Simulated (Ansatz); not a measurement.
EuCuO2 (R-3m); U = 1 eV on Eu f.

```
CELL_PARAMETERS angstrom
1.81500 1.04789 5.69000
-1.81500 1.04789 5.69000
0.00000 -2.09578 5.69000
ATOMIC_POSITIONS crystal
Eu 0.50000 0.50000 0.50000
Cu 0.00000 0.00000 0.00000
O 0.10800 0.10800 0.10800
O 0.89200 0.89200 0.89200
```

The geometry is a structure as deposited in COD, held fixed and not relaxed.

Settings: LDA, 9×9×9 k mesh, Fermi–Dirac smearing of 0.03 eV. PAW means Ansatz 0.2.0 on its default frozen-core files. Site moments are integrated in spheres about the atoms. Start moments (μB): Eu1 7. DFT+U (Dudarev's form): U = 1.0 eV on Eu f.

The self-consistent cycle went as follows.

```
iteration  Harris–Foulkes energy less the last (meV)  density residual (eV)  M (μB)  ∫|m| (μB)
        1                                  -1742.669                4.9e+01  4.9896     5.2480
        2                                  -1342.147                1.2e+01  6.3821     7.2917
        3                                   2674.205                2.6e+00  6.0000     6.3790
        4                                   1195.303                2.0e+00  6.0000     6.3809
        5                                    689.113                4.0e-01  6.0000     6.4513
        6                                    176.079                3.2e+00  6.0000     7.0726
        7                                    216.966                2.4e-01  6.0000     6.7892
        8                                    120.963                1.0e-01  6.0000     6.5533
        9                                     69.081                9.2e-03  6.0000     6.6542
       10                                     21.645                8.9e-02  6.0000     6.5302
       11                                     -4.492                1.9e-02  6.0000     6.5554
       12                                     -2.700                3.2e-02  6.0000     6.5200
       13                                     -0.278                1.8e-03  6.0000     6.5544
       14                                     -0.146                8.0e-04  6.0000     6.5656
       15                                     -0.042                3.0e-04  6.0000     6.5581
       16                                     -0.033                2.2e-04  6.0000     6.5581
       17                                     -0.002                8.5e-06  6.0000     6.5620
       18                                      0.000                7.2e-06  6.0000     6.5628
       19                                      0.000                8.2e-07  6.0000     6.5619
       20                                      0.000                7.4e-08  6.0000     6.5622
```

Site moments (μB): Eu1 6.03, Cu2 -0.09, O3 -0.09, O4 -0.09. Cell moment 6.00 μB.

The PAW files were made with PBE; the program remakes their cores once for the run's functional and then keeps them frozen. Spin–orbit coupling is left out although heavy atoms are present. With open f shells a run can end in a state that isn't the lowest. These are results for the start and cell typed. The real compound can order otherwise, in a larger cell, or not at all, since semilocal functionals without spin fluctuations often overstate magnetism; near a collapse of the moment, mesh and smearing move it by tens of per cent.
